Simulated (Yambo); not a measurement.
Yambo run on CaC2 (space group P-1, No. 2). The wavefunctions come from this Quantum ESPRESSO step (PBEsol, PseudoDojo standard norm-conserving files, scalar-relativistic):

```
&CONTROL
  calculation = 'nscf'
  pseudo_dir = './pseudo'
  outdir = './out'
/
&SYSTEM
  ibrav = 0
  nat = 6
  ntyp = 2
  ecutwfc = 82.0
  ecutrho = 328.0
  occupations = 'fixed'
  force_symmorphic = .true.
  nbnd = 142
/
&ELECTRONS
  conv_thr = 6.000000000000001e-09
  diago_full_acc = .true.
  diago_thr_init = 1e-08
/
ATOMIC_SPECIES
C 12.0110 C.upf
Ca 40.0780 Ca.upf
CELL_PARAMETERS angstrom
  3.855810000000   0.000000000000   0.000000000000
  1.839890000000   3.520688000000   0.000000000000
  0.409617000000   1.001635000000   7.181869000000
ATOMIC_POSITIONS crystal
C   0.131450000000   0.400510000000   0.060160000000
C   0.868550000000   0.599490000000   0.939840000000
C   0.448160000000   0.634410000000   0.433960000000
C   0.551840000000   0.365590000000   0.566040000000
Ca   0.225550000000   0.980600000000   0.752470000000
Ca   0.774450000000   0.019400000000   0.247530000000
K_POINTS automatic
4 4 2 0 0 0
```

Yambo input:

```
rim_cut
gw0
dyson
el_el_corr
HF_and_locXC
ppa
em1d
RandQpts= 1000000
RandGvec= 1 Ry
EXXRLvcs= 82 Ry
VXCRLvcs= 328 Ry
Chimod= "HARTREE"
% BndsRnXp
 1 | 141 |
%
NGsBlkXp= 7 Ry
% LongDrXp
 1.0 | 1.0 | 1.0 |
%
PPAPntXp= 27.2114 eV
% GbndRnge
 1 | 141 |
%
GTermKind= "BG"
DysSolver= "n"
ExtendOut
% QPkrange
 1 | 1 | 18 | 19 |
 4 | 4 | 18 | 19 |
 5 | 5 | 18 | 19 |
 15 | 15 | 18 | 19 |
 16 | 16 | 18 | 19 |
 19 | 19 | 18 | 19 |
 20 | 20 | 18 | 19 |
%
```

k points by index: 1 = Γ, 4 = (0, 0.25, -0.5), 5 = (0, -0.5, 0), 15 = (-0.5, 0, 0), 16 = (-0.5, 0, -0.5), 19 = (-0.5, -0.5, 0), 20 = (-0.5, -0.5, -0.5).

Resulting energies as the program prints them:

```
#    K-point    Band    Eo [eV]    E [eV]    E-Eo [eV]    Vxc [eV]    Vnlxc [eV]    Sc|Eo [eV]    Sc|E [eV]    dSc/dw|Eo [eV]    Re(Z)    Im(Z)
#
    1    18    -0.168327    -1.091952    -0.923625    -14.24144    -18.27310    2.858682    3.108033    -7.345174    0.787442    -0.001517
    1    19    2.720714    3.961745    1.241032    -11.54829    -6.543851    -3.496260    -3.763410    -5.857147    0.822877    -0.001183
    4    18    0.000000    -0.910359    -0.910359    -14.54117    -18.56817    2.868587    3.116642    -7.413459    0.785889    -0.001486
    4    19    3.563936    4.767017    1.203081    -11.59257    -6.548271    -3.580779    -3.841219    -5.890139    0.822057    -0.001168
    5    18    -0.255666    -1.204282    -0.948616    -14.14550    -18.23422    2.883268    3.140096    -7.366002    0.786967    -0.001656
    5    19    3.091021    4.171171    1.080149    -11.29466    -6.605888    -3.377887    -3.608623    -5.812200    0.823997    -0.001186
    15    18    -0.171463    -1.101536    -0.930074    -14.37424    -18.42513    2.868191    3.120816    -7.390022    0.786421    -0.001480
    15    19    3.655755    4.877495    1.221740    -11.67132    -6.482020    -3.699835    -3.967560    -5.962391    0.820266    -0.001231
    16    18    -0.165236    -1.054956    -0.889720    -14.46241    -18.50234    2.908017    3.150218    -7.406363    0.786050    -0.001499
    16    19    2.881812    4.034580    1.152768    -10.85466    -5.829970    -3.635581    -3.871925    -5.578419    0.829872    -0.001168
    19    18    -0.468574    -1.427449    -0.958875    -14.20649    -18.31355    2.886113    3.148189    -7.436202    0.785373    -0.001540
    19    19    3.179451    4.298920    1.119469    -11.45912    -6.606035    -3.488189    -3.733616    -5.965118    0.820199    -0.001249
    20    18    -0.612405    -1.632977    -1.020572    -13.94605    -18.23299    2.988723    3.266369    -7.401772    0.786154    -0.001560
    20    19    2.223063    3.291177    1.068113    -10.72393    -6.091005    -3.342048    -3.564815    -5.674721    0.827442    -0.001162
```
(The two width columns are left out.) Convergence of these settings isn't established.

Geometry of the Materials Project entry, not relaxed at this level.
